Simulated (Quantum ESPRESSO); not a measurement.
Simulation results for Mg3GaO4 (made-up cell)

Computed with Quantum ESPRESSO 7.5. Calculation on a made-up crystal cell, not a measurement: periodic Kohn-Sham density functional theory in plane waves with PseudoDojo standard norm-conserving scalar-relativistic pseudopotentials, each functional with its own files (v0.5 for PBE, v0.4.1 for LDA and PBEsol), no spin polarisation, no spin-orbit coupling, atoms not relaxed, stress positive in tension, energies less a fixed whole-eV offset for each atom's element; levels are Kohn-Sham levels at fractions of this cell's reciprocal vectors, counted from the reference band (half the neutral cell's valence electrons, rounded up) at Gamma; error bars cover cutoff and k-mesh only, not smearing or the files; each bar is the largest change over components, and at least 0.002 eV, 0.002 eV per angstrom or 0.02 GPa; added strain carries the atoms with the cell, and shear is the tensor component; energies are for the whole cell, and the offsets were chosen from early runs and are not element reference energies.

## Mg3GaO4 (made-up cell)

Unstrained structure:
```xyz
8
Lattice="4.6804 -0.0509 0.0265 -0.0509 4.7438 -0.0529 0.0265 -0.0529 4.7283" Properties=species:S:1:pos:R:3 Mg3GaO4
Mg     0.0143     0.0106    -0.0823
Ga    -0.0056     2.3673     2.3099
Mg     2.2924    -0.0531     2.3807
Mg     2.3049     2.3436    -0.0089
O      1.1568     1.1703     1.2283
O      1.1492     3.4604     3.5476
O      3.5815     1.1788     3.5237
O      3.4537     3.4872     1.1533
```

Settings of this run: lattice type zincblende/diamond, functional pbe, cutoff 1143 eV, fermi dirac smearing 0.1 eV, scf tolerance 1e-07 eV, electrons removed 0, added strain kind biaxial xx and yy, added strain -0.0161, k mesh 6 x 6 x 6, shifted by half a step and structure shown before the added strain of -0.0161.

It finds free energy less offsets 0.5952 eV; scf iterations 11; smearing term minus ts -0.04598 eV; pressure 0.6171 GPa; stress xx -1.261 GPa; stress yy -0.7139 GPa; stress zz 0.124 GPa; stress yz -1.588 GPa; stress xz 0.5058 GPa; stress xy -0.6237 GPa; error bar energy 0.00691 eV; error bar stress 0.0324 GPa; error bar force 0.008369 eV/Å; error bars from tighter rerun of a related cell.

Atoms:
```tsv
atoms element	atom site	atom energy offset (eV)
Mg	1	-1617
Ga	2	-2080
Mg	3	-1617
Mg	4	-1617
O	5	-452
O	6	-452
O	7	-452
O	8	-452
```

Forces:
```tsv
site	x (eV/Å)	y (eV/Å)	z (eV/Å)
1	-0.4127	0.01292	0.7754
2	-0.2334	0.2127	-0.1542
3	0.5571	-0.06328	-0.08689
4	0.06623	-0.08258	0.00777
5	-0.0696	-0.1567	-0.4022
6	0.1555	0.1562	-0.2983
7	-0.3735	-0.4635	0.005278
8	0.3104	0.3843	0.1532
```
